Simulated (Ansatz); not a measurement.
SnO₂:
```yaml
crystal:
  lattice:
    - [4.76924, 0.00000, 0.00000]
    - [0.00000, 4.76924, 0.00000]
    - [0.00000, 0.00000, 3.21195]
  atoms:
    - { symbol: Sn, position: [0.50000, 0.50000, 0.50000] }
    - { symbol: Sn, position: [0.00000, 0.00000, 0.00000] }
    - { symbol: O, position: [0.30628, 0.30628, 0.00000] }
    - { symbol: O, position: [0.69372, 0.69372, 0.00000] }
    - { symbol: O, position: [0.80628, 0.19372, 0.50000] }
    - { symbol: O, position: [0.19372, 0.80628, 0.50000] }
```

Plane-wave PAW PBEsol (Ansatz code) gives a gap of 0.92 eV without spin–orbit coupling, maximum at Γ, minimum at Γ.

Problem. What happens when spin–orbit coupling is switched on?

Solution. The gap rises by 0.01 eV, to 0.93 eV; maximum at Γ, minimum at Γ.

Problem. Give the electron effective mass with spin–orbit coupling.

Solution. 0.17, 0.19, 0.19 mₑ (principal values).

Problem. Give the hole effective mass with spin–orbit coupling.

Solution. 1.3, 1.3, 1.7 mₑ (principal values).

Space group P4_2/mnm (rutile). The cell was relaxed with PBEsol under the symmetry of its start.

Potentials: the later of the program's two PAW sets.
